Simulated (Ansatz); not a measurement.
## Zone-centre phonons of CS2 at -0.8 GPa: input and output

All numbers below come from DFT PBEsol, scalar-relativistic, plane waves, PAW in Ansatz 0.2.0.

Launched with:
```bash
ansatz run input.yaml --threads 1 --pin off --max-ram 1228MiB --backend cpu --events-out ev --progress --plain --runs-dir out
```

Input (bare energies are in eV):
```yaml
crystal:
  lattice:
    - [0.0, 2.7417, 2.7417]
    - [2.7417, 0.0, 2.7417]
    - [2.7417, 2.7417, 0.0]
  atoms:
    - { symbol: C, position: [0.0, 0.0, 0.0] }
    - { symbol: S, position: [0.25, 0.25, 0.25] }
    - { symbol: S, position: [0.75, 0.75, 0.75] }
basis:
  ecutwfc: 420
kpoints:
  mp_grid: { grid: [14, 14, 14] }
hamiltonian:
  xc: pbesol
scf:
  occupations: { method: fermi_dirac, width: 0.15 }
output:
  eigenvalues: true
phonons:
  method: dfpt
  eigenvectors: true
```

The end of the output:
```
--- Phonons (Γ-DFPT): 2 representative perturbations + reference, on 244 of 2744 k-points (Σ response iterations 6) ---
  k mesh reduced under 8 symmetry operations, with k and −k counted as one. Each operation leaves every solved displacement unchanged or reverses it
  ASR residual: 4.880e-4 → 0.000e0 eV/Å²; symmetrization residual: 1.478e-7 eV/Å²
  ASR residual per site (eV/Å²): 4.88e-4 2.37e-4 2.37e-4
  Γ frequencies (cm⁻¹): -405.00 -405.00 -405.00 0.00 0.00 0.00 107.69 107.69 107.69
  non-analytic LO–TO correction: not included (Born effective charges unavailable; polar crystals: no LO–TO splitting at Γ)
```

Its imaginary modes show that this cell, the ideal cubic fluorite prototype, isn't a minimum of the energy. In a metal, frequencies and elastic constants depend on the k mesh and the smearing, soft modes and shear constants most. A semilocal functional can close a gap that the real compound has.

Negative frequencies stand for imaginary ones: the cell is unstable against these modes.